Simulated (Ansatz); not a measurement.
Consider the following.

MoS$_{2}$:
```yaml
crystal:
  lattice:
    - [1.60927, 0.92911, 6.27577]
    - [-1.60927, 0.92911, 6.27577]
    - [0.00000, -1.85822, 6.27577]
  atoms:
    - { symbol: Mo, position: [0.00000, 0.00000, 0.00000] }
    - { symbol: S, position: [0.25087, 0.25087, 0.25087] }
    - { symbol: S, position: [0.74913, 0.74913, 0.74913] }
```

This is the r²SCAN-relaxed structure.

### Question
All from plane-wave PAW r²SCAN (Ansatz code), unless another level is named. Estimate the electronic character.

### Answer
metallic (no gap).

### Question
And the formation energy from the elements (no fitted shifts)?

### Answer
-0.69 eV/atom.

### Question
Give the density of states at the Fermi level.

### Answer
0.37 states/eV per atom (mean over ±0.08 eV).

Space group R-3m. The cell is a constructed one: a structure type filled with these elements; the Crystallography Open Database files this formula in space group No. 166, but the cells were not matched. It is not the phase usual at ambient conditions (space group No. 160, 194). The cell was relaxed with r²SCAN under the symmetry of its start; whether a distortion lowers the energy is not shown. The run is not spin-polarised. A crystal of weakly bound layers computed without a dispersion correction: the cell and the soft elastic constants depend strongly on that. The references are the lowest solids computed at this level, not always the standard phases. Scalar-relativistic: spin–orbit coupling is off unless named, which matters more the heavier the elements.

Potentials: the later of the program's two PAW sets.
